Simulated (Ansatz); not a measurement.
ZrTi:
```
CELL_PARAMETERS angstrom
      3.10947     0.00000     0.00000
     -1.55473     2.69288     0.00000
      0.00000     0.00000     4.89209
ATOMIC_POSITIONS crystal
  Zr 0.00000 0.00000 0.00000
  Ti 0.33333 0.66667 0.50000
```

Relaxed with r²SCAN. Special points in fractions of this cell's reciprocal vectors: Γ (0.000, 0.000, 0.000); M (0.500, 0.000, 0.000); K (0.333, 0.333, 0.000); A (0.000, 0.000, 0.500); L (0.500, 0.000, 0.500); H (0.333, 0.333, 0.500).

Task: List the band energies nearest the Fermi level at these points for r²SCAN in the plane-wave PAW code Ansatz.

Result: In eV from the Fermi level; about four levels below and three above (degenerate sets whole), none deeper than 8.9 eV; points with the same levels are listed once.

```csv
k,below,above
Γ,-6.23 -3.01,0.82 0.82 0.95
M,-2.88 -2.17 -2.11 -0.63,0.55 0.77 1.37
K,-1.93 -1.60 -1.40 -1.28,0.08 0.46 1.83
A,-4.39 -4.26,0.07 0.08 0.70 0.70
L,-3.02 -2.79 -0.93 -0.80,0.92 1.55 2.01
H,-1.00 -0.93 -0.27 -0.10,1.93 1.99 3.16
```

Space group P-6m2. The workflow started from a Materials Project entry (that database holds measured and hypothetical structures alike); the Crystallography Open Database copy checked does not list it. With Zr and Ti taken as one species the cell has the higher symmetry P6_3/mmc, so it may be an ordered model of a mixed-site phase. Its standing as an ambient phase is unchecked. Symmetry was held in the r²SCAN relaxation; whether a distortion lowers the energy is not shown. The run is not spin-polarised. Scalar-relativistic: spin–orbit coupling is off unless named, which matters more the heavier the elements.

Potentials: the later of the program's two PAW sets.
